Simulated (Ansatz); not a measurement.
IrO2 (rutile)

```
IrO2
1.0
    4.47186     0.00000     0.00000
    0.00000     4.47186     0.00000
    0.00000     0.00000     3.15377
Ir O
2 4
Direct
  0.00000   0.00000   0.00000
  0.50000   0.50000   0.50000
  0.30880   0.30880   0.00000
  0.80880   0.19120   0.50000
  0.19120   0.80880   0.50000
  0.69120   0.69120   0.00000
```

The slice is a (-1 2 0) plane (indices of the conventional cell) through the point (0.500, 0.500, 0.500) (fractional), spanned by u = [001] and v = [210] in vectors of this cell: u (3.15 Å) and v (10.00 Å, at 90° to u). It covers one period; positions are fractions (u, v).

These are PBEsol (plane waves to 420 eV, PAW, scalar-relativistic; Ansatz, a program for electronic structure) values and carry that method's errors. k mesh 11×11×15. Inside the PAW spheres the values are not all-electron values, and peaks at nuclei hang on which shells count as valence. IrO2 is run without spin polarisation and with no Hubbard U. IrO2 was relaxed with its symmetry unable to fall. Spin-orbit coupling is left out, though Ir is heavy. The PAW data are Ansatz's earlier set.

### Question
Sketch the valence electron density on this plane as a map.

### Answer
```
|999977554444557799|
|887755667777665577|
|554444668888664444|
|222233667777663322|
|111122445555442211|
|222222334444332222|
|444433334444333344|
|776655445555445566|
|998866445555446688|
|998866444444446688|
|776644333333334466|
|443322111111112233|
|111100000000000011|
|000000000000000000|
|111100000000000011|
|443322111111112233|
|776644333333334466|
|998866444444446688|
|998866445555446688|
|776655445555445566|
|444433334444333344|
|222222334444332222|
|111122445555442211|
|222233667777663322|
|554444668888664444|
|887755667777665577|
|999977554444557799|
|999988553333558899|
```
Scale: ten equal steps from -1.46 (start of '0') to 1.00 (end of '9'), in the order '0123456789'. Values: log₁₀ of the valence density in e/Å³. The map has 9 points along u (two characters each, u = 0 at the left) and 28 along v (v = 0 in the bottom row). The scale is logarithmic, as a density can span decades between atoms and voids.
